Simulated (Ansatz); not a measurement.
Total density of states per atom from r²SCAN in the plane-wave PAW code Ansatz, in 0.25 eV bins, energy from the Fermi level:

```
E (eV) | states/eV/atom
    -7.85 |  0.00
    -7.60 |  0.00
    -7.35 |  0.00
    -7.10 |  0.00
    -6.85 |  0.00
    -6.60 |  0.00
    -6.35 |  0.00
    -6.10 |  0.00
    -5.85 |  0.00
    -5.60 |  0.00
    -5.35 |  0.00
    -5.10 |  0.01
    -4.85 | ## 0.10
    -4.60 | ###### 0.24
    -4.35 | ################## 0.77
    -4.10 | ################# 0.74
    -3.85 | ############# 0.56
    -3.60 | ######## 0.36
    -3.35 | ########## 0.42
    -3.10 | ############## 0.59
    -2.85 | ################# 0.74
    -2.60 | ########################## 1.12
    -2.35 | ############################## 1.30
    -2.10 | ############## 0.63
    -1.85 | ######## 0.36
    -1.60 | ########## 0.45
    -1.35 | #################### 0.88
    -1.10 | ################# 0.72
    -0.85 | ########### 0.46
    -0.60 | ######## 0.36
    -0.35 | ########### 0.49
    -0.10 | ################## 0.79
     0.15 | ############## 0.63
     0.40 | ########### 0.46
     0.65 | ############ 0.51
     0.90 | #################### 0.85
     1.15 | ####################### 0.98
     1.40 | #################### 0.86
     1.65 | ############### 0.66
     1.90 | ####### 0.30
     2.15 | ## 0.09
     2.40 | #### 0.19
     2.65 | ##### 0.21
     2.90 | ##### 0.23
     3.15 | ##### 0.23
     3.40 | ##### 0.23
     3.65 | ####### 0.28
     3.90 | ######## 0.36
     4.15 | ####### 0.31
     4.40 | ############# 0.56
     4.65 | ################### 0.82
```

**Question.** Which of these materials gives this?
(A) C, Cmmm (C on 8p, C on 8q)
(B) TaN, Pm-3m (Ta on 3c, N on 3d)
(C) Zr2C, P4/nmm (Zr on 2a, Zr on 2c, C on 2c)
(D) HfC, Pm-3m (Hf on 3c, C on 3d)

**Answer.** D, HfC, Pm-3m (Hf on 3c, C on 3d). Within 0.5 eV of the Fermi level: Hf 5d 55 %, C 2p 39 %. Projections are on Löwdin-orthogonalised atomic valence shells; empty p or d shells of many metals are not among them.

The start of the workflow was typed in or built on a structure type; neither database checked (COD, Materials Project) lists it. It is not the phase usual at ambient conditions (space group No. 225). Symmetry was held in the r²SCAN relaxation; its stability against distortions is not shown here. The run is not spin-polarised. Its formation energy is positive at this level, so the cell may be metastable or incomplete. Scalar-relativistic: spin–orbit coupling is off unless named, which matters more the heavier the elements.

Potentials: the earlier of the program's two PAW sets.
